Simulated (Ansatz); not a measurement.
# LuSe (Fm-3m) as a metal

```xyz
2
Lattice="0.0000 2.7761 2.7761 2.7761 0.0000 2.7761 2.7761 2.7761 0.0000" Properties=species:S:1:pos:R:3 pbc="T T T"
Lu    0.0000    0.0000    0.0000
Se    2.7761    2.7761    2.7761
```

Level of theory, where no other is named: PBEsol, all-electron LAPW in Ansatz 0.2.0, scalar-relativistic. k mesh 12×12×12, fine mesh 16×16×16, Fermi-Dirac smearing of 0.080 eV, basis error target 1 meV/atom. The cell was relaxed by PAW under this functional.

Levels and slopes are solved on a 16×16×16 mesh, and each state is taken as quadratic over its cell.

**Question.** What is the density of states at the Fermi level, and which bare Sommerfeld coefficient follows?

**Answer.** N(E_F) = 0.48 states/eV/atom (both spins), so γ = (π²/3) k_B² N(E_F) = 1.13 mJ/(mol-atom K²) without electron-phonon or spin-fluctuation enhancement.

**Question.** What Drude plasma energy and σ/τ do the band velocities give?

**Answer.** (ħω_p,α)² = (e²/ε₀VN_k) Σ_nkσ (∂E/∂k_α)² δ(E − E_F) gives ħω_p = (6.93, 6.93, 6.93) eV along x, y, z, and σ/τ = ε₀ω_p² = 9.82×10²⁰ Ω⁻¹m⁻¹s⁻¹ along x. Weighted by the density of states, the mean Fermi speed is 0.831×10⁶ m/s; the surface has an area of 15.2 Å⁻² for each spin direction.

**Question.** Which bands cross the Fermi level, and what do they carry?

**Answer.** 

```json
{"band": "1", "filled part": "0.49", "N (states/eV/cell)": "0.819", "speed (10⁶ m/s)": "0.91", "5th to 95th percentile": "0.25 to 1.34", "area (Å⁻²)": "14.2", "filling": "partly filled"}
{"band": "2", "filled part": "0.01", "N (states/eV/cell)": "0.0986", "speed (10⁶ m/s)": "0.347", "5th to 95th percentile": "0.26 to 0.52", "area (Å⁻²)": "0.654", "filling": "nearly empty"}
{"band": "3", "filled part": "0.00", "N (states/eV/cell)": "0.042", "speed (10⁶ m/s)": "0.408", "5th to 95th percentile": "0.32 to 0.57", "area (Å⁻²)": "0.327", "filling": "nearly empty"}
```

**Question.** Map the plane k₃ = 1/2 of the mesh: how many bands lie under the Fermi level at each point, counted from the least on the plane?

**Answer.** k₁ runs to the right and k₂ upwards, each from −½ to ½ with 0 in the middle (the axes needn't be at right angles):
```
0000111111111000
0000111111110000
0000011111100000
1110001111000001
1111000000000011
1111100000000111
1111100000001111
1111100000001111
1111100000001111
1111000000001111
1110000000000111
1100000111100011
0000001111110000
0000011111111000
0000111111111000
0000111111111000
```

**Question.** Tabulate the nesting function ξ(q) = Σ δ(ε_k) δ(ε_k+q) on the lines that the mesh holds, over its zone mean.

**Answer.** The deltas are Gaussians of 0.1 to 0.2 eV, set by mesh and band speed, and are averaged over mesh cells, which smears them further. ξ grows towards q = 0 in any metal, and zigzags from point to point can be the mesh's; no second mesh was run.

```json
{
 "Fine mesh": "16, 16, 16"
}
```

| line | part | nesting |
| --- | --- | --- |
| Gamma-X | 0.25 | 1.982 |
| Gamma-X | 0.5 | 1.037 |
| Gamma-X | 0.75 | 0.8016 |
| Gamma-X | 1 | 0.8922 |
| K-Gamma | 0 | 0.9243 |
| K-Gamma | 0.167 | 0.9334 |
| K-Gamma | 0.333 | 1.164 |
| K-Gamma | 0.5 | 1.357 |
| K-Gamma | 0.667 | 1.501 |
| K-Gamma | 0.833 | 2.021 |
| Gamma-L | 0.25 | 1.534 |
| Gamma-L | 0.5 | 1.164 |
| Gamma-L | 0.75 | 1.027 |
| Gamma-L | 1 | 1.024 |
| L-W | 0 | 1.024 |
| L-W | 0.25 | 0.9646 |
| L-W | 0.5 | 0.9002 |
| L-W | 0.75 | 1.145 |
| L-W | 1 | 1.162 |
| W-X | 0 | 1.162 |
| W-X | 0.25 | 0.9475 |
| W-X | 0.5 | 0.9185 |
| W-X | 0.75 | 0.8931 |
| W-X | 1 | 0.8922 |

**Question.** On PAW files the program sums the optical response inside the mesh cells, interband lines and its own Drude term. Where does ε₁ rise through zero (a sharp plasmon if ε₂ is small there), and how much light is reflected?

**Answer.** 

| Quantity | Value |
| --- | --- |
| Fine mesh | 16, 16, 16 |
| Window top | 20 eV |
| Line width | 0.25 eV |
| Drude damping | 0.1 eV |
| ε₁ rises through zero at x | 2.67, 15.85, 18.22 eV |
| ε₂ there x | 3.02, 0.59, 0.45 |
| Plasma energy (x, y, z) | 6.837, 6.837, 6.837 eV |
| Reflectivity at 1 eV, x-polarised | 0.9342 |
| Reflectivity at 2 eV, x-polarised | 0.6406 |
| Reflectivity at 3 eV, x-polarised | 0.1405 |

The plasma energy here is the program's own sum at the run's smearing; it differs from the value above by up to 1 %, through mesh and smearing.

**Question.** What does PAW give for the same cell?

**Answer.** N(E_F) = 0.48 states/eV/atom and ħω_p,x = 6.93 eV.

Caveats: these sums move with the mesh, by several per cent and more for small sheets; frozen-core PAW files fitted under PBE, their cores solved anew for the functional of the run.
